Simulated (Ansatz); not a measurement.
Consider the following.

Ca3SiO:
Space group Imma (No. 74); a = 6.6361 Å, b = 9.3870 Å, c = 6.6582 Å, α = β = γ = 90.00°

| atom | site | symmetry | x | y | z |
|---|---|---|---|---|---|
| Ca | 4e | mm2 | 0.0000 | 0.2500 | 0.4648 |
| Ca | 8g | .2. | 0.2500 | 0.5179 | 0.2500 |
| Si | 4e | mm2 | 0.0000 | 0.7500 | 0.0007 |
| O | 4b | 2/m.. | 0.0000 | 0.0000 | 0.5000 |
(The calculation used a cell of 10 atoms; values per cell refer to that cell.)

This is the r²SCAN-relaxed structure.

Question: All from plane-wave PAW r²SCAN (Ansatz code), unless another level is named. Give the bulk modulus (Birch–Murnaghan fit).

Answer: 649 kbar.

Question: Predict the highest zone-centre frequency (without LO–TO term).

Answer: 11.81 THz.

The first step of the workflow began from a Materials Project structure, measured or hypothetical; the Crystallography Open Database copy checked does not list it. COD files the formula under space group No. 62. Whether it is the stable phase at ambient conditions was not checked. Symmetry was held in the r²SCAN relaxation; its stability against distortions is not shown here.

Potentials: the later of the program's two PAW sets.
